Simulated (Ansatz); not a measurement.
CuI (zinc blende)

```yaml
crystal:
  lattice:
    - [0.00000, 3.01043, 3.01043]
    - [3.01043, 0.00000, 3.01043]
    - [3.01043, 3.01043, 0.00000]
  atoms:
    - { symbol: I, position: [0.75000, 0.75000, 0.75000] }
    - { symbol: Cu, position: [0.00000, 0.00000, 0.00000] }
```

Grid over V/V₀ and (c/a)/(c/a)₀, subscript 0 meaning the relaxed cell; the conventional c axis lies along z; no internal relaxation.

These are r2SCAN (plane waves to 500 eV, PAW, scalar-relativistic; Ansatz, a first-principles code) values and carry that method's errors. k mesh 10×10×10 (Γ-centred), Fermi-Dirac smearing 0.05 eV. Compression counts positive. CuI is run without spin polarisation. CuI was relaxed with its symmetry unable to fall. Spin-orbit coupling is left out, though I is heavy. The PAW data are Ansatz's earlier set.

Changes of σxx (GPa) from the point V/V₀ = 1.000, (c/a)/(c/a)₀ = 1.000 when one coordinate moves alone (two changes are said to add if the coupling is within 5 % of the smaller one, nearly so within 20 %):

```tsv
point	change
V/V₀ = 1.000, (c/a)/(c/a)₀ = 0.960	-0.250
V/V₀ = 1.000, (c/a)/(c/a)₀ = 0.973	-0.165
V/V₀ = 1.000, (c/a)/(c/a)₀ = 0.987	-0.082
V/V₀ = 0.920, (c/a)/(c/a)₀ = 1.000	4.530
V/V₀ = 0.947, (c/a)/(c/a)₀ = 1.000	2.766
V/V₀ = 0.973, (c/a)/(c/a)₀ = 1.000	1.270
V/V₀ = 1.027, (c/a)/(c/a)₀ = 1.000	-1.077
V/V₀ = 1.053, (c/a)/(c/a)₀ = 1.000	-1.990
V/V₀ = 1.080, (c/a)/(c/a)₀ = 1.000	-2.763
V/V₀ = 1.000, (c/a)/(c/a)₀ = 1.013	0.081
V/V₀ = 1.000, (c/a)/(c/a)₀ = 1.027	0.161
V/V₀ = 1.000, (c/a)/(c/a)₀ = 1.040	0.241
```

**Question.** What is the change at V/V₀ = 0.947, (c/a)/(c/a)₀ = 1.040, where both move, and how far is it from the sum?

**Answer.** The sum of the single changes is 2.766 + (0.241) = 3.007; the calculation gives 2.992, so the coupling contributes -0.015 (under 20 % of the smaller single change, nearly additive).

**Question.** Do the two effects add at V/V₀ = 1.080, (c/a)/(c/a)₀ = 0.960? Give the computed change.

**Answer.** The sum of the single changes is -2.763 + (-0.250) = -3.013; the calculation gives -3.016, so they add (within 5 % of the smaller single change).

**Question.** What is the change at V/V₀ = 1.080, (c/a)/(c/a)₀ = 0.973, where both move, and how far is it from the sum?

**Answer.** The sum of the single changes is -2.763 + (-0.165) = -2.928; the calculation gives -2.931, so they add (within 5 % of the smaller single change).

(A scan under strain: stresses follow from slopes of the energy per volume, elastic moduli from its curvatures.)
